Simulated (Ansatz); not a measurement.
Fields on a plane of TaN (rock salt)

```
TaN
1.0
    0.00000     2.20852     2.20852
    2.20852     0.00000     2.20852
    2.20852     2.20852     0.00000
N Ta
1 1
Direct
  0.00000   0.00000   0.00000
  0.50000   0.50000   0.50000
```

The slice is a {100} plane (indices of the conventional cell) through the point (0.000, 0.000, 0.000) (fractional), spanned by u = [100] and v = [0 1 -1] in vectors of this cell: u (3.12 Å) and v (3.12 Å, at 90° to u). It covers one period; positions are fractions (u, v).

Atoms on it: N at (0.00, 0.00); Ta at (0.50, 0.50).

Level of theory: PBE (plane waves to 420 eV, PAW, scalar-relativistic; Ansatz, a program for electronic structure). k mesh 18×18×18. Inside the PAW spheres the values are not all-electron values, and peaks at nuclei hang on which shells count as valence. Spin-orbit coupling is left out, though Ta is heavy. TaN is run without spin polarisation. TaN was relaxed with its symmetry unable to fall. This is a high-temperature form of TaN.

```
|@@@@%%##**==::..          ..::==**##%%@@|
|@@%%%%##++--::..          ..::--++##%%%%|
|%%####++==--::..............::--==++####|
|****++==--::::::--======--::::::--==++**|
|====----::::--==++******++==--::::----==|
|::::::::::--++**##%%%%%%##**++--::::::::|
|........::==**%%@@@@@@@@@@%%**==::......|
|      ..--++##@@@@@@@@@@@@@@##++--..    |
|      ..==**%%@@@@@@@@@@@@@@%%**==..    |
|      ..==**%%@@@@@@%%@@@@@@%%**==..    |
|      ..==**%%@@@@@@@@@@@@@@%%**==..    |
|      ..--++##@@@@@@@@@@@@@@##++--..    |
|........::==**%%@@@@@@@@@@%%**==::......|
|::::::::::--++**##%%%%%%##**++--::::::::|
|====----::::--==++******++==--::::----==|
|****++==--::::::--======--::::::--==++**|
|%%####++==--::..............::--==++####|
|@@%%%%##++--::..          ..::--++##%%%%|
|@@@@%%##**==::..          ..::==**##%%@@|
|@@@@@@%%**==::..          ..::==**%%@@@@|
```
Scale: ten equal steps from -0.63 (start of ' ') to 0.65 (end of '@'), in the order ' .:-=+*#%@'. Values: log₁₀ of the valence density in e/Å³. The map has 20 points along u (two characters each, u = 0 at the left) and 20 along v (v = 0 in the bottom row). The scale is logarithmic, as a density can span decades between atoms and voids.

```
|xxxxxx898888898xxxxx|
|xxxxxx776555677xxxxx|
|xxxxx54300000345xxxx|
|xxxxx30000000003xxxx|
|xxx53000xxxxx00035xx|
|987400xxxxxxxxx00478|
|997200xxxxxxxxx00279|
|98600xxxxxxxxxxx0068|
|98500xxxxxxxxxxx0058|
|98500xxxxxxxxxxx0058|
|98500xxxxxxxxxxx0058|
|98600xxxxxxxxxxx0068|
|997200xxxxxxxxx00279|
|987400xxxxxxxxx00478|
|xxx53000xxxxx00035xx|
|xxxxx30000000003xxxx|
|xxxxx54300000345xxxx|
|xxxxxx776555677xxxxx|
|xxxxxx898888898xxxxx|
|xxxxxx999999999xxxxx|
```
Scale: ten equal steps from 3.00 (start of '0') to 11.09 (end of '9'), in the order '0123456789'. Values: electrostatic potential energy of an electron, from the cell's mean, in eV. The map has 20 points along u (one character each, u = 0 at the left) and 20 along v (v = 0 in the bottom row). Points within 0.9 Å of a nucleus are blanked (x), as the pseudised field means little there. Values under 3 eV are set to 3. The zero, the cell's mean, hangs on the PAW cores.

* **Density on the N–Ta line (2.21 Å) at its midpoint**: 0.53 e/Å³
* **ELF at that point**: 0.16
